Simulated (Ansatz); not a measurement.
# Si with vanadium replacing Si: which input changes reach the field gradients?

Cell: a supercell of Si (diamond type, Fd-3m) built from a structure deposited in the COD (the entry's cell lengths or inner coordinates differ somewhat from later room-temperature determinations), with all atoms left at the host's positions.

```cif
data_VSi53
_symmetry_space_group_name_H-M 'F-43m'
_symmetry_Int_Tables_number 216
_cell_length_a 16.2814
_cell_length_b 16.2814
_cell_length_c 16.2814
_cell_angle_alpha 90.000
_cell_angle_beta 90.000
_cell_angle_gamma 90.000
loop_
_atom_site_label
_atom_site_type_symbol
_atom_site_symmetry_multiplicity
_atom_site_Wyckoff_symbol
_atom_site_fract_x
_atom_site_fract_y
_atom_site_fract_z
V V 4 d 0.2500 0.7500 0.2500
Si2 Si 48 h 0.4167 0.7500 0.4167
Si5 Si 16 e 0.5833 0.5833 0.4167
Si9 Si 16 e 0.9167 0.4167 0.5833
Si15 Si 24 g 0.7500 0.4167 0.7500
Si28 Si 16 e 0.1667 0.8333 0.1667
Si30 Si 24 f 0.5000 0.8333 0.5000
Si32 Si 48 h 0.5000 0.6667 0.3333
Si41 Si 4 b 0.5000 0.5000 0.5000
Si45 Si 16 e 0.8333 0.3333 0.6667
```

One atom of each set is listed; the run and its k-mesh use a cell of 54 atoms with edges of 11.51, 11.51, 11.51 Å.

Reference run. All values are calculated (Ansatz; DFT, PBE, plane waves and PAW, scalar-relativistic, 420 eV cutoff, Γ-centred 2×2×2 k-points, Fermi–Dirac smearing 0.01 eV, cell charge +1), not measured.

It gives V_zz (10²¹ V/m²) Si28 -2.70 (η 0.00), among others. Each of these runs changes the input as listed (caps on SCF iterations aside):

A. total_charge: 1 → 2
B. basis.ecutwfc: not typed → 350 eV

Problem. How does each run end, and how far do the gradients move?

Solution. 

| run | Si28 V_zz (η) | largest change of a gradient tensor, all atoms | note |
| --- | --- | --- | --- |
| A | -2.41 (0.00) | 0.30 | converged; cell charge +2 on a uniform background; odd number of electrons without spin polarisation |
| B | -2.70 (0.00) | 0.00 | converged; cutoff below the recommended one |

Run A moves them most, on Si28 (V_zz from -2.70 to -2.41); against its own size the tensor moves most on Si2 among sites above 0.3 (by 0.24, V_zz from 1.11 to 1.29).

On the reference run: The run isn't spin-polarised, and a state with spin may lie lower. The defect repeats with the cell of 54 atoms, so it feels its images: sites between two images don't show the values beside a lone defect, and zeros or small values of η there can come from the images' arrangement. A uniform background compensates the cell's charge. The defect cell has no gap above 0.1 eV on its mesh, so the values can hang on the smearing and the k-mesh. The neighbours have not yet relaxed around the defect (largest force 0.74 eV/Å), so a real crystal will differ.
